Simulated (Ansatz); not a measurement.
Li, DFT, LDA, all-electron LAPW, scalar-relativistic (Ansatz 0.2.0), run on 1 thread of Arm Neoverse V1 on a shared host.

The cell comes from COD entry 9017802, which wasn't checked; take it as a given geometry. The listed cell was then made from it by scaling, straining or moving an atom.

Command: `ansatz run input.yaml --threads 1 --pin off --max-ram 4096MiB --backend cpu --events-out ev --progress --plain --runs-dir out`

```yaml
crystal:
  lattice:
    - [1.5504989657, 0.8951809952, 7.664183]
    - [-1.5504989657, 0.8951809952, 7.664183]
    - [0.0, -1.7903619905, 7.664183]
  atoms:
    - { symbol: Li, position: [0.0, 0.0, 0.0] }
    - { symbol: Li, position: [0.222, 0.222, 0.222] }
    - { symbol: Li, position: [0.778, 0.778, 0.778] }
kpoints:
  mp_grid: { grid: [12, 12, 12] }
  band_path:
    path:
      - [0.0, 0.0, 0.0]
      - [0.5, 0.5, 0.5]
      - [0.8242384168, 0.1757615832, 0.5]
      - [0.5, -0.1757615832, 0.1757615832]
      - [0.5, 0.0, 0.0]
      - [0.0, 0.0, 0.0]
      - [0.3378807916, -0.3378807916, 0.0]
      - [0.6621192084, 0.0, 0.3378807916]
      - [0.5, 0.0, 0.5]
    npoints: 5
scf:
  occupations: { method: fermi_dirac, width: 0.08 }
hamiltonian:
  xc: lda
  pseudopotentials: { kind: all_electron, lapw: { basis_error: 0.001 } }
output:
  forces: true
  stress: true
  eigenvalues: true
```

Task: How large is the problem that the program sets up?

Result: 189 irreducible k-points, 63 plane waves at Γ, 9 bands.

Task: Estimate the wall time and the peak memory.

Result: 7 s of wall time for 6 SCF iterations, with a peak of 0.25 GiB. Times on shared machines scatter by tens of per cent.
